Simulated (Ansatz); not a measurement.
In the program Ansatz at the PBE level (PAW), IrC in the rock salt structure (Fm-3m) relaxes to a = 4.395 Å. C has 6 nearest neighbours from 2.20 Å (octahedral). Against the elements it lies at 1.44 eV/atom, with no fitted shifts.

Electronic character: metallic (no gap). Gap from PBE with spin–orbit coupling: none (metallic).

The bulk modulus is 313 GPa.

The start of the workflow was typed in or built on a structure type; neither database checked (COD, Materials Project) lists it. Its standing as an ambient phase is unchecked. Symmetry was held in the PBE relaxation; whether a distortion lowers the energy is not shown. No spin polarisation was allowed. Its formation energy is positive at this level, so the cell may be metastable or incomplete. The references are the lowest solids computed at this level, not always the standard phases. Spin–orbit coupling is left out wherever it is not named.

Potentials: the earlier of the program's two PAW sets.
